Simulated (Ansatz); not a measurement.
Consider the following.

LaInAu:
```xyz
9
Lattice="7.8400 0.0000 0.0000 -3.9200 6.7896 0.0000 0.0000 0.0000 4.3001" Properties=species:S:1:pos:R:3 pbc="T T T"
La     4.5924     0.0000     2.1501
La     1.6238     2.8125     2.1501
La    -2.2962     3.9771     2.1501
In    -0.9623     1.6667     0.0000
In     1.9246     0.0000     0.0000
In     2.9577     5.1229     0.0000
Au     3.9200     2.2632     0.0000
Au     0.0000     4.5264     0.0000
Au     0.0000     0.0000     2.1501
```

This is the r²SCAN-relaxed structure.

**Question.** All from r²SCAN (plane waves, PAW; program Ansatz), unless another level is named. Give the density of states at the Fermi level.

**Answer.** 0.45 states/eV per atom (mean over ±0.08 eV).

**Question.** Predict the formation energy from the elements (no fitted shifts).

**Answer.** -0.87 eV/atom.

Space group P-62m. The workflow started from a Materials Project entry (that database holds measured and hypothetical structures alike); the Crystallography Open Database files this formula in space group No. 189, but the cells were not matched. Whether it is the stable phase at ambient conditions was not checked. The r²SCAN relaxation kept the symmetry of its start; its stability against distortions is not shown here. The references are the lowest solids computed at this level, not always the standard phases. Scalar-relativistic: spin–orbit coupling is off unless named, which matters more the heavier the elements.

Potentials: the later of the program's two PAW sets.
